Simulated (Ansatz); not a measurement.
Relaxed BAs (zinc blende):

```xyz
2
Lattice="0.0000 2.4047 2.4047 2.4047 0.0000 2.4047 2.4047 2.4047 0.0000" Properties=species:S:1:pos:R:3 pbc="T T T"
As     3.6070     3.6070     3.6070
B      0.0000     0.0000     0.0000
```

All values below come from PBE (plane waves to 420 eV, PAW, scalar-relativistic; Ansatz, a first-principles code). k mesh 10×10×10 (Γ-centred), Fermi-Dirac smearing 0.05 eV. As the smearing reaches across the gap at some points, energies and forces of such displacements shift with the k mesh and the smearing. BAs was relaxed with its symmetry unable to fall.

One atom of the cell was then moved (with its periodic images), all else fixed, and the forces (eV/Å) came out as:

| atom | Fx | Fy | Fz |
|---|---|---|---|
| As1 | 1.880 | 1.880 | -0.631 |
| B2 | -1.880 | -1.880 | 0.631 |

With two atoms only their relative shift counts; take As1 as fixed.

### Question
Which atom was moved, and by which vector (Å)?

### Answer
B2, by (0.12, 0.12, 0.00), 0.17 Å in all.

(For displaced atoms, the force is minus the slope of the energy, and its curvature is a force constant, which sets phonon frequencies.)
